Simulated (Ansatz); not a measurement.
Ag, one cell by several methods

```
Ag
1.0
     0.00000    2.04310    2.04310
     2.04310    0.00000    2.04310
     2.04310    2.04310    0.00000
Ag
1
Direct
  0.00000 0.00000 0.00000
```

The cell comes from COD entry 9008459, which wasn't checked; take it as a given geometry.

Levels of theory: DFT, PBEsol, PAW with Ansatz's default frozen-core files, scalar-relativistic (Ansatz 0.2.0); DFT, PBEsol, all-electron LAPW, scalar-relativistic (Ansatz 0.2.0).

For PAW: a Γ-centred 15×15×15 k mesh, Fermi–Dirac smearing of 0.03 eV, cutoff 420 eV, no spin polarisation; the PAW files were made with PBE, and the program remakes their frozen cores for this functional. LAPW targets a basis error of 0.5 meV/atom. The Ansatz runs share mesh, smearing and spin set-up. Plane-wave (PAW) pressures include the program's estimate of the Pulay term.

Stress and pressure are positive in compression.

Levels count from the Fermi level.

PAW results:

```csv
quantity,PAW
pressure (GPa),-2.76
highest filled level at X (eV),-2.831
lowest empty level at X (eV),1.393
highest filled level at Γ (eV),-3.843
lowest empty level at Γ (eV),15.693
highest filled level at L (eV),-0.607
lowest empty level at L (eV),3.445
```

Problem. What does all-electron LAPW give for the same quantities?

Solution. 
| quantity | LAPW |
| --- | --- |
| pressure (GPa) | -2.78 |
| highest filled level at X (eV) | -2.832 |
| lowest empty level at X (eV) | 1.390 |
| highest filled level at Γ (eV) | -3.843 |
| lowest empty level at Γ (eV) | 15.687 |
| highest filled level at L (eV) | -0.608 |
| lowest empty level at L (eV) | 3.446 |
